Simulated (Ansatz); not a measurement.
This cell of HfO₂ (fluorite) is off equilibrium:

```
CELL_PARAMETERS angstrom
      0.00000     2.50534     2.50534
      2.50534     0.00000     2.50534
      2.50534     2.50534     0.00000
ATOMIC_POSITIONS crystal
  Hf 0.00000 0.00000 0.00000
  O  0.25000 0.25000 0.25000
  O  0.75000 0.75000 0.75000
```

Level of theory: PBEsol (plane waves to 420 eV, PAW, scalar-relativistic; Ansatz, a first-principles code). k mesh 11×11×11 (Γ-centred), Fermi-Dirac smearing 0.05 eV. Energies are smeared free energies. Compression counts positive. HfO2 is run without spin polarisation. HfO2 was relaxed with its symmetry unable to fall. Spin-orbit coupling is left out, though Hf is heavy. The PAW data are Ansatz's earlier set. This is a high-temperature form of HfO2.

**Question.** What is the stress tensor (GPa)?

**Answer.** 
```
    5.6      0.0      0.0
    0.0      5.6      0.0
    0.0      0.0      5.6
```
The pressure, a third of the trace, is 5.6 GPa.

**Question.** It is the relaxed cell deformed to V/V₀ = 0.980, (c/a)/(c/a)₀ = 1.000, c along z, fractional positions held. What is its energy relative to the relaxed cell?

**Answer.** 3.7 meV/atom.

(Under strain, the slope of the energy per volume gives the stress and its curvature an elastic modulus.)
